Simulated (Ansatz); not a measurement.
ZrB2:
```cif
data_B4Zr2
_chemical_formula_sum 'Zr2 B4'
_space_group_name_H-M_alt 'P 1'
_space_group_IT_number 1
_cell_length_a 3.08109
_cell_length_b 3.08109
_cell_length_c 8.53853
_cell_angle_alpha 90.000
_cell_angle_beta 90.000
_cell_angle_gamma 120.000
loop_
_space_group_symop_operation_xyz
  'x, y, z'
loop_
_atom_site_label
_atom_site_type_symbol
_atom_site_fract_x
_atom_site_fract_y
_atom_site_fract_z
_atom_site_occupancy
Zr1 Zr 0.66667 0.33333 0.75000 1
Zr2 Zr 0.33333 0.66667 0.25000 1
B1 B 0.66667 0.33333 0.47308 1
B2 B 0.33333 0.66667 0.52692 1
B3 B 0.33333 0.66667 0.97308 1
B4 B 0.66667 0.33333 0.02692 1
```

Relaxed with r²SCAN.

Q: Which orbitals make up the states near the Fermi level in the program Ansatz at the r²SCAN level (PAW)?

A: Within 0.5 eV of the Fermi level: Zr 4d 59 %, B 2p 33 %. Projections are on Löwdin-orthogonalised atomic valence shells; empty p or d shells of many metals are not among them.

Q: Tabulate the density of states.

A: States/eV per cell of 6 atoms, in 0.25 eV bins, energy from the Fermi level.

```csv
E (eV),total,Zr 4d,B 2p,B 2s
-7.85,0.97,0.17,0.34,0.42
-7.60,0.70,0.12,0.25,0.30
-7.35,0.40,0.08,0.15,0.17
-7.10,0.23,0.05,0.10,0.08
-6.85,0.44,0.08,0.23,0.12
-6.60,1.19,0.15,0.65,0.34
-6.35,1.55,0.21,0.80,0.50
-6.10,1.33,0.19,0.67,0.42
-5.85,1.16,0.18,0.59,0.32
-5.60,1.11,0.17,0.57,0.28
-5.35,1.10,0.18,0.57,0.26
-5.10,1.20,0.21,0.64,0.24
-4.85,1.34,0.24,0.74,0.23
-4.60,1.61,0.30,0.90,0.24
-4.35,1.86,0.36,1.07,0.25
-4.10,1.93,0.42,1.07,0.25
-3.85,1.95,0.48,1.10,0.20
-3.60,2.83,0.88,1.50,0.23
-3.35,2.30,0.75,1.21,0.17
-3.10,1.74,0.53,0.98,0.12
-2.85,1.70,0.49,1.02,0.10
-2.60,2.81,0.91,1.62,0.12
-2.35,3.22,1.18,1.75,0.11
-2.10,4.58,1.92,2.29,0.13
-1.85,5.24,2.35,2.59,0.10
-1.60,5.44,2.32,2.78,0.08
-1.35,4.46,1.83,2.41,0.05
-1.10,3.41,1.38,1.89,0.04
-0.85,2.42,0.99,1.35,0.03
-0.60,1.89,0.77,1.05,0.03
-0.35,2.19,1.03,1.04,0.02
-0.10,2.13,1.10,0.90,0.02
0.15,4.65,2.82,1.41,0.04
0.40,5.97,3.88,1.47,0.07
0.65,3.05,1.63,1.01,0.09
0.90,0.93,0.54,0.30,0.02
1.15,0.54,0.42,0.10,0.00
1.40,0.82,0.67,0.13,0.00
1.65,0.58,0.46,0.10,0.00
1.90,0.95,0.75,0.18,0.01
2.15,1.32,1.04,0.24,0.01
2.40,1.43,1.12,0.26,0.01
2.65,1.82,1.43,0.33,0.01
2.90,1.94,1.58,0.29,0.01
3.15,2.41,1.99,0.33,0.02
3.40,2.20,1.75,0.35,0.02
3.65,1.95,1.52,0.32,0.03
3.90,1.81,1.43,0.28,0.02
4.15,2.08,1.61,0.35,0.03
4.40,2.82,2.09,0.56,0.05
4.65,2.52,1.86,0.49,0.05
```

Space group P6_3/mmc. The start of the workflow was typed in or built on a structure type; neither database checked (COD, Materials Project) lists it. It is not the phase usual at ambient conditions (space group No. 191). The cell was relaxed with r²SCAN under the symmetry of its start; its stability against distortions is not shown here. No spin polarisation was allowed. Scalar-relativistic: spin–orbit coupling is off unless named, which matters more the heavier the elements.

Potentials: the earlier of the program's two PAW sets.
